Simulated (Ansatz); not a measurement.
This run works on a proposed trial structure, not on a known crystal.

Input and command of a plane-wave DFT calculation in Ansatz:

```yaml
crystal:
  lattice:
    - [-3.1, 4.6, 3.1]
    - [3.1, -4.6, 3.1]
    - [3.1, 4.6, -3.1]
  atoms:
    - { symbol: Cd, position: [0.25, 0.25, 0.0] }
    - { symbol: Cd, position: [0.75, 0.75, 0.0] }
    - { symbol: In, position: [0.152, 0.465, 0.617] }
    - { symbol: In, position: [0.348, 0.965, 0.313] }
    - { symbol: In, position: [0.652, 0.035, 0.687] }
    - { symbol: In, position: [0.848, 0.535, 0.383] }
    - { symbol: O, position: [0.12, 0.82, 0.94] }
    - { symbol: O, position: [0.62, 0.68, 0.3] }
    - { symbol: O, position: [0.38, 0.32, 0.7] }
    - { symbol: O, position: [0.88, 0.18, 0.06] }
basis:
  ecutwfc: 420
kpoints:
  mp_grid: { grid: [3, 3, 3] }
hamiltonian:
  xc: pbe
scf:
  occupations: { method: gaussian, width: 0.15 }
  lower_state_search: "off"
output:
  forces: true
  stress: true
  eigenvalues: true
relax:
  adjacent_minimum: "off"
  f_tol: 0.08
  max_steps: 16
  cell: { stress_tol: 0.8 }
```

```bash
ansatz run input.yaml --threads 1 --pin off --max-ram 2560MiB --backend cpu --events-out ev --progress --plain --runs-dir out
```

Processor: Arm Neoverse V2, 1 thread, on a host shared with other jobs.

Task: How long does it run, and how much memory does it take?

Result: About 72 s, peak memory 0.5 GiB. It solves 70 bands at 8 k points (after reduction by symmetry) with about 3929 plane waves (on the last cell), in 56 SCF iterations over 9 ionic steps.
